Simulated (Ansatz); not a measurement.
Cu$_{3}$Si in space group P6_3/mmc (No. 194; Si on 2d, Cu on 6h) under volume change, the program Ansatz at the PBEsol level (PAW), shape and atoms relaxed at each volume.

```json
[
 {"V (Å³/atom)": "10.508", "E − E(relaxed) (meV/atom)": "58.9", "P (GPa)": "19.91"},
 {"V (Å³/atom)": "10.854", "E − E(relaxed) (meV/atom)": "24.5", "P (GPa)": "12.07"},
 {"V (Å³/atom)": "11.200", "E − E(relaxed) (meV/atom)": "5.8", "P (GPa)": "5.50"},
 {"V (Å³/atom)": "11.547", "E − E(relaxed) (meV/atom)": "0.0", "P (GPa)": "0.00"},
 {"V (Å³/atom)": "11.893", "E − E(relaxed) (meV/atom)": "(withheld)", "P (GPa)": "(withheld)"},
 {"V (Å³/atom)": "12.240", "E − E(relaxed) (meV/atom)": "19.3", "P (GPa)": "-8.42"},
 {"V (Å³/atom)": "12.586", "E − E(relaxed) (meV/atom)": "(withheld)", "P (GPa)": "(withheld)"}
]
```

Complete the blanks.


- 12.586, E − E(relaxed) (meV/atom): 41.0
- 12.586, P (GPa): -11.62
- 11.893, E − E(relaxed) (meV/atom): 5.1
- 11.893, P (GPa): -4.58

What does a third-order Birch–Murnaghan fit give for V₀, B₀ and B′?

V₀ = 11.55 Å³/atom, B₀ = 167 GPa, B′ = 5.0.

The first step of the workflow began from a Materials Project structure, measured or hypothetical; the Crystallography Open Database copy checked does not list it. Its standing as an ambient phase is unchecked. The cell was relaxed with PBEsol under the symmetry of its start; its stability against distortions is not shown here. The run is not spin-polarised.

Potentials: the later of the program's two PAW sets.
